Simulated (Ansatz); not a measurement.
Computed with DFT PBE, scalar-relativistic, plane waves, PAW in Ansatz. Settings: cutoff 420 eV, Γ-centred meshes spaced at most about 0.3 Å⁻¹, and about 0.25 Å⁻¹ or finer for metals (2π included), Gaussian smearing. Collinear spin in cells that started with moments and kept them past the coarse steps, no spin elsewhere.

Temperature and zero-point effects are left out.

Compare these two cells of ScAl4As, each relaxed at this level.

A. (site moments under 0.1 μB) Space group F-43m (No. 216), cubic, a = 7.572 Å. Around Sc lie 12 Al at 3.14 Å and 4 As at 3.28 Å; around Al lie 6 Al at 2.66–2.69 Å, 3 Sc at 3.14 Å and 3 As at 3.14 Å; As is surrounded by 12 Al at 3.14 Å and 4 Sc at 3.28 Å.

B. (no spin) Space group P6/mmm (No. 191), hexagonal, a = 4.672 Å, c = 5.735 Å. Around Sc lie 2 As at 2.87 Å and 12 Al at 3.09 Å; around Al lie 4 Al at 2.70–2.73 Å, 1 Al at 3.00 Å, 3 As at 3.02 Å and 3 Sc at 3.09 Å; As is surrounded by 2 Sc at 2.87 Å and 12 Al at 3.02 Å.

Question: Which is lower in energy, and by how much?

Answer: B is lower, by 16 meV/atom. A has space group F-43m (No. 216), 18.1 Å³/atom and no gap on its mesh; B has space group P6/mmm (No. 191), 18.1 Å³/atom and no gap. The shortest distance is 2.66 Å (Al–Al) in A and 2.70 Å (Al–Al) in B. Both come from invented guesses.

Cells relaxed within their symmetry can be saddle points.
